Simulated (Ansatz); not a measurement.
Ga$_{2}$BiAs:
```
CELL_PARAMETERS angstrom
      4.23852     0.00000     0.00000
      0.00000     4.23852     0.00000
      0.00000     0.00000     6.04225
ATOMIC_POSITIONS crystal
  Ga 0.50000 0.00000 0.72556
  Ga 0.00000 0.50000 0.27444
  Bi 0.00000 0.00000 0.00000
  As 0.50000 0.50000 0.50000
```

Relaxed with r²SCAN. Special points in fractions of this cell's reciprocal vectors: Γ (0.000, 0.000, 0.000); X (0.000, 0.500, 0.000); M (0.500, 0.500, 0.000); Z (0.000, 0.000, 0.500); R (0.000, 0.500, 0.500); A (0.500, 0.500, 0.500).

List the band energies nearest the Fermi level at these points for plane-wave PAW r²SCAN with spin–orbit coupling (Ansatz code).

In eV from the Fermi level; about four levels below and three above (degenerate sets whole), none deeper than 8.9 eV; points with the same levels are listed once.

```
k                    below                above
-  -----------------------  -------------------
Γ  -0.95 -0.95 -0.04 -0.04  0.27 0.27 0.96 0.96
X  -2.38 -2.38 -0.96 -0.96  1.32 1.32 2.52 2.52
M  -2.88 -2.88 -2.52 -2.52  0.62 0.62 0.98 0.98
Z  -2.02 -2.02 -0.97 -0.97  0.87 0.87 1.54 1.54
R  -0.62 -0.62 -0.10 -0.10  0.30 0.30 3.61 3.61
A  -3.60 -3.60 -3.38 -3.38  3.22 3.22 3.98 3.98
```

Space group P-4m2. The first step of the workflow began from a Materials Project structure, measured or hypothetical; the Crystallography Open Database copy checked does not list it. Whether it is the stable phase at ambient conditions was not checked. The r²SCAN relaxation kept the symmetry of its start; of distortions, only those at the zone centre were tested. The Fermi level of a semimetal is unsure by some 0.05 eV on such meshes.

Potentials: the later of the program's two PAW sets.
